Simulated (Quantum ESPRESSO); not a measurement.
## Zn2MgCaO4 (input and log of a self-consistent run)

Simulated, not a measurement. The program is pw.x of Quantum ESPRESSO 7.5 (plane-wave density functional theory). The cell is made up: 8 atoms on a rocksalt lattice, with randomly drawn elements, strain and displacements, not relaxed. PseudoDojo standard norm-conserving files (v0.5 for PBE, v0.4.1 for LDA and PBEsol) set the functional; there is no spin polarisation, spin-orbit coupling or dispersion term, and the masses in the input are unused placeholders.

Input:

```
&control calculation='scf', pseudo_dir='./dojo.nc.sr.pbe.v0_5.standard.upf', outdir='./o', disk_io='low', tprnfor=.true., tstress=.true. /
&system ibrav=0, nat=8, ntyp=4, nbnd=48, ecutwfc=84.00895049, nosym=.true., tot_charge=0,
 occupations='smearing', smearing='fd', degauss=0.0018374661
/
&electrons conv_thr=7.350e-09, electron_maxstep=60, /
ATOMIC_SPECIES
Ca 1.0 Ca.upf
Mg 1.0 Mg.upf
O 1.0 O.upf
Zn 1.0 Zn.upf
CELL_PARAMETERS angstrom
4.4061 0.0026 -0.0373
0.0026 4.3185 -0.0424
-0.0373 -0.0424 4.2808
ATOMIC_POSITIONS angstrom
Zn 0.1123 0.0572 0.0868
Mg 0.0195 1.9134 2.2534
Zn 2.1651 0.0135 2.0717
Ca 2.1841 2.1719 -0.0366
O 2.2208 0.0016 -0.0827
O 2.1363 2.1079 2.0239
O 4.4284 -0.0445 2.15
O 4.3302 2.1328 -0.0556
K_POINTS automatic
4 4 4 1 1 1
```

The log is shortened where brackets say so; the opening notice, blank lines, dates and the lines on written files are dropped, and the path of the files is cut. It prints rydbergs, bohrs and kilobars, and counts compression as positive stress.

```
     Program PWSCF v.7.5
     Parallel version (MPI & OpenMP), running on       4 processor cores
     Number of MPI processes:                 4
     Threads/MPI process:                     1
     [start-up lines left out]
     bravais-lattice index     =            0
     lattice parameter (alat)  =       8.3266  a.u.
     unit-cell volume          =     549.5844 (a.u.)^3
     number of atoms/cell      =            8
     number of atomic types    =            4
     number of electrons       =        84.00
     number of Kohn-Sham states=           48
     kinetic-energy cutoff     =      84.0090  Ry
     charge density cutoff     =     336.0358  Ry
     scf convergence threshold =      7.3E-09
     mixing beta               =       0.7000
     number of iterations used =            8  plain     mixing
     Exchange-correlation= PBE
                           (   1   4   3   4   0   0   0)
     [axes and pseudopotential details left out]
   Cartesian axes
     site n.     atom                  positions (alat units)
         1        Zn     tau(   1) = (   0.0254865   0.0129815   0.0196993  )
         2        Mg     tau(   2) = (   0.0044255   0.4342460   0.5114089  )
         3        Zn     tau(   3) = (   0.4913692   0.0030638   0.4701721  )
         4        Ca     tau(   4) = (   0.4956813   0.4929125  -0.0083064  )
         5        O      tau(   5) = (   0.5040104   0.0003631  -0.0187688  )
         6        O      tau(   6) = (   0.4848331   0.4783877   0.4593239  )
         7        O      tau(   7) = (   1.0050250  -0.0100993   0.4879423  )
         8        O      tau(   8) = (   0.9827385   0.4840388  -0.0126184  )
     number of k points=    32  Fermi-Dirac smearing, width (Ry)=  0.0018
                       cart. coord. in units 2pi/alat
        k(    1) = (   0.1260378   0.1287509   0.1310369), wk =   0.0625000
        k(    2) = (   0.1282151   0.1312765   0.3884077), wk =   0.0625000
     [further k points left out]
     Dense  grid:    57179 G-vectors     FFT dimensions: (  50,  48,  48)
     Estimated max dynamical RAM per process >     123.78 MB
     Estimated total dynamical RAM >     453.25 MB
     Initial potential from superposition of free atoms
     starting charge      83.9940, renormalised to      84.0000
     Starting wfcs are   46 randomized atomic wfcs +    2 random wfcs
     total cpu time spent up to now is        1.5 secs
     per-process dynamical memory:    89.6 Mb
     Self-consistent Calculation
     iteration #  1     ecut=    84.01 Ry     beta= 0.70
     Davidson diagonalization with overlap
     ethr =  1.00E-02,  avg # of iterations =  5.9
     total cpu time spent up to now is        3.9 secs
     total energy              =   -1164.19769909 Ry
     estimated scf accuracy    <       1.96014585 Ry
     iteration #  2     ecut=    84.01 Ry     beta= 0.70
     Davidson diagonalization with overlap
     ethr =  2.33E-03,  avg # of iterations =  4.0
     total cpu time spent up to now is        6.4 secs
     total energy              =   -1164.62221396 Ry
     estimated scf accuracy    <       2.60788873 Ry
     iteration #  3     ecut=    84.01 Ry     beta= 0.70
     Davidson diagonalization with overlap
     ethr =  2.33E-03,  avg # of iterations =  2.8
     total cpu time spent up to now is        8.5 secs
     total energy              =   -1165.12061391 Ry
     estimated scf accuracy    <       0.03066388 Ry
     iteration #  4     ecut=    84.01 Ry     beta= 0.70
     Davidson diagonalization with overlap
     ethr =  3.65E-05,  avg # of iterations =  6.1
     total cpu time spent up to now is       11.3 secs
     total energy              =   -1165.13525294 Ry
     estimated scf accuracy    <       0.03347548 Ry
     iteration #  5     ecut=    84.01 Ry     beta= 0.70
     Davidson diagonalization with overlap
     ethr =  3.65E-05,  avg # of iterations =  2.1
     total cpu time spent up to now is       13.3 secs
     total energy              =   -1165.13991722 Ry
     estimated scf accuracy    <       0.00220012 Ry
     [iterations 6 to 7 left out]
     iteration #  8     ecut=    84.01 Ry     beta= 0.70
     Davidson diagonalization with overlap
     ethr =  8.90E-08,  avg # of iterations =  2.0
     total cpu time spent up to now is       19.7 secs
     total energy              =   -1165.14042659 Ry
     estimated scf accuracy    <       0.00000763 Ry
     iteration #  9     ecut=    84.01 Ry     beta= 0.70
     Davidson diagonalization with overlap
     ethr =  9.09E-09,  avg # of iterations =  3.1
     total cpu time spent up to now is       21.8 secs
     total energy              =   -1165.14042822 Ry
     estimated scf accuracy    <       0.00000019 Ry
     iteration # 10     ecut=    84.01 Ry     beta= 0.70
     Davidson diagonalization with overlap
     ethr =  2.22E-10,  avg # of iterations =  4.3
     total cpu time spent up to now is       24.3 secs
     total energy              =   -1165.14042829 Ry
     estimated scf accuracy    <       0.00000012 Ry
     iteration # 11     ecut=    84.01 Ry     beta= 0.70
     Davidson diagonalization with overlap
     ethr =  1.38E-10,  avg # of iterations =  2.1
     total cpu time spent up to now is       26.3 secs
     total energy              =   -1165.14042830 Ry
     estimated scf accuracy    <       0.00000003 Ry
     iteration # 12     ecut=    84.01 Ry     beta= 0.70
     Davidson diagonalization with overlap
     ethr =  3.29E-11,  avg # of iterations =  3.1
     total cpu time spent up to now is       28.5 secs
     End of self-consistent calculation
     [lines on levels left out]
!    total energy              =   -1165.14042830 Ry
     estimated scf accuracy    <          6.4E-10 Ry
     smearing contrib. (-TS)   =      -0.00000000 Ry
     internal energy E=F+TS    =   -1165.14042830 Ry
     The total energy is F=E-TS. E is the sum of the following terms:
     one-electron contribution =    -686.18399991 Ry
     hartree contribution      =     380.53782180 Ry
     xc contribution           =    -154.86873053 Ry
     ewald contribution        =    -704.62551966 Ry
     convergence has been achieved in  12 iterations
     Forces acting on atoms (cartesian axes, Ry/au):
     atom    1 type  4   force =    -0.02256233   -0.02799925   -0.00996552
     atom    2 type  2   force =    -0.01785584    0.06868012   -0.03505293
     atom    3 type  4   force =     0.01511264   -0.02233710    0.00971094
     atom    4 type  1   force =    -0.00319022    0.01042630   -0.03612278
     atom    5 type  3   force =    -0.00325429    0.00293736    0.00710238
     atom    6 type  3   force =     0.00208772   -0.00534834    0.06061937
     atom    7 type  3   force =    -0.00962239   -0.02363134   -0.00740657
     atom    8 type  3   force =     0.03928471   -0.00272775    0.01111511
     Total force =     0.126727     Total SCF correction =     0.000148
     Computing stress (Cartesian axis) and pressure
          total   stress  (Ry/bohr**3)                   (kbar)     P=      168.00
   0.00087436  -0.00001298   0.00010862          128.62       -1.91       15.98
  -0.00001298   0.00121384   0.00014618           -1.91      178.56       21.50
   0.00010862   0.00014618   0.00133792           15.98       21.50      196.81
     init_run     :      1.42s CPU      1.47s WALL (       1 calls)
     electrons    :     26.74s CPU     26.99s WALL (       1 calls)
     forces       :      0.37s CPU      0.37s WALL (       1 calls)
     stress       :      1.22s CPU      1.22s WALL (       1 calls)
     [timing details left out]
     PWSCF        :     29.84s CPU     30.16s WALL
     JOB DONE.
```

In other units: free energy -15852.543 eV for the cell, pressure 16.80 GPa, largest force component 1.766 eV/Å. A rerun of this cell at 1437 eV and a 6 x 6 x 6 mesh moved values by no more than 0.002 eV in energy, 0.05 GPa in stress and 0.003 eV/Å in force.